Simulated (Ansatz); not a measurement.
The cell is Ga4SbP3 as one 8-atom ordering (Cm) on the zincblende lattice; cell and atoms were relaxed with r2SCAN. Space group Cm (No. 8), monoclinic; conventional cell a = 13.173 Å, b = 3.974 Å, c = 6.888 Å, β = 100.0°, 22.19 Å³ an atom. P is surrounded by 4 Ga at 2.36–2.43 Å; P is surrounded by 4 Ga at 2.36–2.41 Å; P is surrounded by 4 Ga at 2.33–2.39 Å; Sb is surrounded by 4 Ga at 2.56–2.61 Å; Ga is surrounded by 3 P at 2.41 Å and 1 Sb at 2.61 Å; Ga is surrounded by 4 P at 2.39–2.43 Å; Ga is surrounded by 3 P at 2.36–2.38 Å and 1 Sb at 2.58 Å; Ga is surrounded by 2 P at 2.33–2.36 Å and 2 Sb at 2.56 Å.

```cif
data_structure
_symmetry_space_group_name_H-M 'Cm'
_symmetry_Int_Tables_number 8
_cell_length_a 13.1730
_cell_length_b 3.9743
_cell_length_c 6.8882
_cell_angle_alpha 90.000
_cell_angle_beta 100.024
_cell_angle_gamma 90.000
_cell_volume 355.11
loop_
_atom_site_label
_atom_site_type_symbol
_atom_site_symmetry_multiplicity
_atom_site_Wyckoff_symbol
_atom_site_fract_x
_atom_site_fract_y
_atom_site_fract_z
_atom_site_occupancy
P1 P 2 a 0.49696 0.50000 0.99101 1
P2 P 2 a 0.00288 0.50000 0.50719 1
P3 P 2 a 0.25074 0.00000 0.75115 1
Sb1 Sb 2 a 0.24897 0.50000 0.24974 1
Ga1 Ga 2 a 0.04771 0.50000 0.18254 1
Ga2 Ga 2 a 0.06639 0.00000 0.68720 1
Ga3 Ga 2 a 0.31512 0.50000 0.91790 1
Ga4 Ga 2 a 0.32122 0.00000 0.46327 1
```

The questions ask for values computed with the PAW code Ansatz on this geometry. Non-magnetic throughout. Whether this structure exists isn't addressed.

Given (6×6×4 mesh): The r2SCAN gap is direct at Γ: 0.69 eV.

Question: How does the gap change from r2SCAN to PBE (6×6×4)?

Answer: PBE gives a direct gap of 0.32 eV at Γ. The gap differs by -0.37 eV from r2SCAN's.

Question: What does PBE+SOC give for the gap (6×6×4 mesh)?

Answer: PBE+SOC gives a direct gap of 0.27 eV at Γ. Spin-orbit coupling itself accounts for -0.051 eV. The gap differs by -0.42 eV from r2SCAN's.

Question: How does the gap change from r2SCAN to HSE06 (4×4×2)?

Answer: The HSE06 gap is direct at Γ: 1.10 eV. The gap differs by +0.41 eV from r2SCAN's.

Question: Estimate the gap with PBE0 on 4×4×2.

Answer: With PBE0 the gap is 1.75 eV and direct, at Γ. The gap differs by +1.06 eV from r2SCAN's.

Question: Roughly how does the cost of the HSE06 run (4×4×2) compare with r2SCAN's (6×6×4)?

Answer: About 6 times as much (11 core-minutes against 110 core-seconds, on 4 threads of Arm Neoverse V1, with other jobs on the host).

Only the levels marked +SOC include spin-orbit coupling.

The meshes of the hybrids are coarse, so their gaps aren't converged to the digits shown.
